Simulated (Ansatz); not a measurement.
Ni (fcc, Cu type)

```xyz
1
Lattice="0.0000 1.7592 1.7592 1.7592 0.0000 1.7592 1.7592 1.7592 0.0000" Properties=species:S:1:pos:R:3 pbc="T T T"
Ni     0.0000     0.0000     0.0000
```

The slice is a {111} plane (indices of the conventional cell) through the point (0.000, 0.000, 0.000) (fractional), spanned by u = [100] and v = [-1 2 0] in vectors of this cell: u (2.49 Å) and v (4.31 Å, at 90° to u). It covers one period; positions are fractions (u, v).

All values below come from PBE (plane waves to 420 eV, PAW, scalar-relativistic; Ansatz, an electronic-structure program). k mesh 23×23×23. These are valence fields of a PAW run, semicore shells included where kept as valence: close to a nucleus they are smooth pseudo fields. Ni was relaxed with its symmetry unable to fall. Relaxed Ni ends ferromagnetic. Other magnetic orders were not checked, so this need not be the ground state.

Problem. What is the valence density on the shortest Ni–Ni line in this plane (2.49 Å), at its midpoint?

Solution. 0.31 e/Å³.

Problem. What is the ELF at the midpoint of the shortest Ni–Ni line in this plane (2.49 Å)?

Solution. 0.25.

Problem. Sketch the electrostatic potential energy of an electron, from the cell's mean on this plane as a map.

Solution. 
| v \ u | 0.00 | 0.17 | 0.33 | 0.50 | 0.67 | 0.83 |
|---|---|---|---|---|---|---|
| 0.90 | x | x | x | 10.4 | x | x |
| 0.75 | 8.4 | 9.0 | 9.0 | 8.4 | 9.0 | 9.0 |
| 0.60 | 10.4 | x | x | x | x | x |
| 0.45 | 9.6 | x | x | x | x | x |
| 0.30 | 10.9 | 9.5 | x | x | x | 9.5 |
| 0.15 | x | x | 7.8 | 11.2 | 7.7 | x |
| 0.00 | x | x | x | 9.2 | x | x |

Values: electrostatic potential energy of an electron, from the cell's mean, in eV. Points within 1 Å of a nucleus are blanked (x), as the pseudised field means little there. The zero, the cell's mean, hangs on the PAW cores.
